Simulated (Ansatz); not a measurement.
FeP$_{2}$:
Space group Pnnm (No. 58); a = 4.9278 Å, b = 5.6334 Å, c = 2.7177 Å, α = β = γ = 90.00°

| atom | site | symmetry | x | y | z |
|---|---|---|---|---|---|
| Fe | 2a | ..2/m | 0.0000 | 0.0000 | 0.0000 |
| P | 4g | ..m | 0.1713 | 0.3692 | 0.0000 |

Relaxed with r²SCAN.

**Question.** Tabulate the valence density and the electron localisation function along the shortest P–P contact (2.24 Å), r²SCAN (plane waves, PAW; program Ansatz).

**Answer.** 

```csv
distance from P (Å),density (e/Å³),ELF
0.22,0.14,0.00
0.34,0.31,0.04
0.45,0.53,0.33
0.56,0.74,0.71
0.67,0.85,0.87
0.78,0.88,0.91
0.90,0.85,0.92
1.01,0.81,0.92
1.12,0.79,0.92
1.23,0.81,0.92
1.34,0.85,0.92
1.46,0.88,0.91
1.57,0.85,0.87
1.68,0.74,0.71
1.79,0.53,0.33
1.90,0.31,0.04
2.02,0.14,0.00
```

The density is the valence pseudo-density with augmentation charge, so density and ELF within about 1 Å of a nucleus are not all-electron values.

The first step of the workflow began from a Materials Project structure, measured or hypothetical; the Crystallography Open Database copy checked does not list it. Whether it is the stable phase at ambient conditions was not checked. Symmetry was held in the r²SCAN relaxation; whether a distortion lowers the energy is not shown. No spin polarisation was allowed.

Potentials: the later of the program's two PAW sets.
